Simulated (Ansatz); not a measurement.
The cell comes from COD entry 9008522, which wasn't checked; take it as a given geometry.

Input and log of a run on Zn: DFT, PBEsol, all-electron LAPW, scalar-relativistic (Ansatz 0.2.0).

Command: `ansatz run input.yaml --threads 1 --pin off --max-ram 3072MiB --backend cpu --events-out ev --progress --plain --runs-dir out` The run took 45 s on 1 thread of Arm Neoverse V2, with other jobs on the host, peak memory 0.52 GiB.

```yaml
crystal:
  lattice:
    - [2.6647980532, 0.0, 0.0]
    - [-1.3323990266, 2.30778281, 0.0]
    - [0.0, 0.0, 4.9467]
  atoms:
    - { symbol: Zn, position: [0.3333333333, 0.6666666667, 0.25] }
    - { symbol: Zn, position: [0.6666666667, 0.3333333333, 0.75] }
kpoints:
  mp_grid: { grid: [16, 16, 8] }
  band_path:
    path:
      - [0.0, 0.0, 0.0]
      - [0.5, 0.0, 0.0]
      - [0.3333333333, 0.3333333333, 0.0]
      - [0.0, 0.0, 0.0]
      - [0.0, 0.0, 0.5]
      - [0.5, 0.0, 0.5]
      - [0.3333333333, 0.3333333333, 0.5]
      - [0.0, 0.0, 0.5]
      - [0.5, 0.0, 0.5]
    npoints: 14
scf:
  occupations: { method: fermi_dirac, width: 0.03 }
hamiltonian:
  xc: pbesol
  pseudopotentials: { kind: all_electron, lapw: { basis_error: 0.00025 } }
output:
  forces: true
  stress: true
  eigenvalues: true
  populations: true
  dos: { projected: true, de: 0.2, e_range: [-14, 8] }
```

What the program printed:

```
Zn: projections on atomic orbitals take those of the free atom 1s2 2s2 2p6 3s2 3p6 3d10 4s2, of charge +0.00 (hamiltonian.pseudopotentials.projection_atoms)
LAPW: plane waves up to 8.987 Å⁻¹, error target 2.5e-4 eV per atom; small_component_spin mean_spin; Zn in spheres of 1.332 Å, 20 of its electrons in bands, Dirac shells []
Engine: ansatz 0.2.0
Pseudopotentials: kind: all_electron
Pseudopotential: Zn, LAPW, valence charge 20, Koelling and Harmon's equation, gaussian nucleus
Functional definition: PBEsol
  exchange = pbesol_x
  correlation = pbesol_c
Crystal: 2 atoms, lattice volume = 30.421 Å³
Basis set: ecut = 307.718867907551 eV, 375 PW (Γ), exchange–correlation at level 2
Bands: 24, of which v1, the nominal top of the filled ones, is band 20 counted from 1 (19 counted from 0)
Symmetry: 24 space group operations
Space group: P63/mmc (ITA 194), of the structure as read, at distance tolerance 3.1e-5 Å
k-points: 150 of 2048
Non-local potential: Zn, projectors of the file, none
Initial density: superposition of atomic densities (chi_scale 0.1, normalization cell)
Initial wavefunctions: plane waves of lowest kinetic energy (no species holds an atomic orbital)
Functional: x = pbesol(κ = 0.804, μ = 0.12345679012345678), c = pbesol(β = 0.046)
iter 1 solved again at ethr=1.80e-4 eV; its pass at ethr=1.00e-1 eV (dr2=7.21e-2 eV) is discarded
SCF iter   1: F=—  HF=-97670.064810 eV  |F-HF|=—  |Δ(HF+E_count)|=         —  Δρ=2.00e-2  dr2=7.24e-2  ethr=1.80e-4  ⟨swp⟩=3.0  Hψ=24048  notcnv=0
preconditioner: auto → none  [insulator: Δε(μ)=0.123 eV  Ē_g=12.329 eV  σ=0.030 eV  W_gap=0.68  n_scr=10 (ndim 8)  ℏωp=33.0 eV  f_vac=0.000  D(μ)=0.12/eV (n_scr^D=0)  ε∞_Penn≈8.2]
iter 2 solved again at ethr=1.25e-5 eV; its pass at ethr=1.80e-4 eV (dr2=5.01e-3 eV) is discarded
SCF iter   2: F=—  HF=-97669.956352 eV  |F-HF|=—  |Δ(HF+E_count)|=   1.08e-1  Δρ=4.46e-3  dr2=5.01e-3  ethr=1.25e-5  ⟨swp⟩=2.0  Hψ=19479  notcnv=0
SCF iter   3: F=—  HF=-97669.808760 eV  |F-HF|=—  |Δ(HF+E_count)|=   1.48e-1  Δρ=5.99e-3  dr2=6.68e-3  ethr=1.25e-5  ⟨swp⟩=3.0  Hψ=12578  notcnv=0
SCF iter   4: F=—  HF=-97669.803121 eV  |F-HF|=—  |Δ(HF+E_count)|=   5.64e-3  Δρ=8.61e-4  dr2=1.31e-4  ethr=1.25e-5  ⟨swp⟩=2.0  Hψ=10386  notcnv=0
SCF iter   5: F=—  HF=-97669.803118 eV  |F-HF|=—  |Δ(HF+E_count)|=   2.28e-6  Δρ=2.22e-5  dr2=1.41e-7  ethr=3.28e-7  ⟨swp⟩=2.0  Hψ=10361  notcnv=0
SCF iter   6: F=—  HF=-97669.803113 eV  |F-HF|=—  |Δ(HF+E_count)|=   5.74e-6  Δρ=3.11e-6  dr2=2.21e-9  ethr=3.54e-10  ⟨swp⟩=3.0  Hψ=12184  notcnv=0
SCF iter   7: F=-97669.803113 eV  HF=-97669.803113 eV  |F-HF|=1.02e-10  |Δ(HF+E_count)|=   3.67e-8  Δρ=2.83e-7  dr2=1.23e-11  ethr=5.52e-12  ⟨swp⟩=3.0  Hψ=12172  notcnv=0
SCF 1 converged in 7 iterations: F = -97669.803113 eV  dr2 = 1.23e-11
NSCF: frozen V_eff on 113 k-points
SCF converged after 7 iterations
Free energy (F): -97669.803113 eV
Harris-Foulkes:  -97669.803113 eV  (|F-HF|=1.02e-10)
Internal energy: -97669.802644 eV  (E = F + TS)
E sigma→0 (E₀):  -97669.802878 eV
Entropy (-TS):   -0.000468 eV (-0.234 meV/atom)
Fermi energy:    13.764136 eV
--- Per-component energies (eV) ---
  E_band       = -1089.503235
  E_kinetic    = 99453.658497
  E_xc         = -3822.268916
  E_electrostatic = -193301.192225  (all electrons and nuclei)
  E_smearing   = -0.000468  (= −TS)
  E_closure    = 0.000000  (closes the sum)
  E_atoms      = -97666.664271  (free atoms, spherical and without spin; not in F)
  Σ components = -97669.803113   (vs F -97669.803113, Δ=0.00e0)
  Basis errors (estimates in eV, not in F): energy 6.7e-5 per atom: plane waves 6.0e-5 (3.1e-5 summed), levels above the bands 4.7e-96, relativity 4.7e-9, radial functions 7.2e-6, core shells 5.2e-12; eigenvalues (radial functions only) 5.3e-7; not estimated: angular momenta, meshes, grids; target (lapw.basis_error) 2.5e-4; muffin-tin radii Zn 1.332 Å
--- Forces (eV/Å), atoms counted from 1 ---
  atom   1  Zn     0.00000000     0.00000000     0.00000000
  atom   2  Zn     0.00000000    -0.00000000     0.00000000
  max |Σ_I F_I| component: 4.63e-18 eV/Å
--- Stress (GPa, compression-positive) ---
       -5.677352       0.000000       0.000000
       -0.000000      -5.677352       0.000000
        0.000000       0.000000      -5.114123
  P = ⅓ Tr σ = -5.4896 GPa (-54.896 kbar)
--- Band table (eV; the first three rows and the last of 150) ---
  k-point 0: bands = ["-112.4839", "-112.4830", "-66.8095", "-66.7972", "-66.7834", "-66.7834", "-66.7820", "-66.7820", "3.2905", "5.1402", "5.8547", "6.0856", "6.0856", "6.1361", "6.1361", "6.4680", "6.4680", "6.6781", "6.6781", "10.0561", "10.6786", "27.2317", "30.7840", "31.0250"]
  k-point 1: bands = ["-112.4839", "-112.4830", "-66.8090", "-66.7977", "-66.7833", "-66.7833", "-66.7820", "-66.7820", "3.3851", "5.1294", "5.8564", "6.0843", "6.0843", "6.1318", "6.1318", "6.4793", "6.4793", "6.6726", "6.6726", "8.8441", "12.0980", "25.6530", "31.1192", "31.1192"]
  k-point 2: bands = ["-112.4838", "-112.4831", "-66.8077", "-66.7990", "-66.7832", "-66.7832", "-66.7822", "-66.7822", "3.6616", "5.0805", "5.8697", "6.0827", "6.0827", "6.1204", "6.1204", "6.5092", "6.5092", "6.6558", "6.6558", "7.6042", "13.9746", "23.1557", "31.3941", "31.3941"]
  k-point 149: bands = ["-112.4805", "-112.4805", "-66.8056", "-66.8056", "-66.8020", "-66.8020", "-66.7980", "-66.7980", "5.7998", "5.7998", "5.9366", "5.9366", "6.1102", "6.1102", "6.3110", "6.3110", "6.6743", "6.6743", "13.9748", "13.9748", "15.8372", "15.8372", "16.2649", "16.2649"]
--- Löwdin populations: 2 sites ---
  site symbol       q [e]
     0     Zn     29.4398
     1     Zn     29.4398
  spilling = 0.018674 (of n_electrons = 60.000000)
```
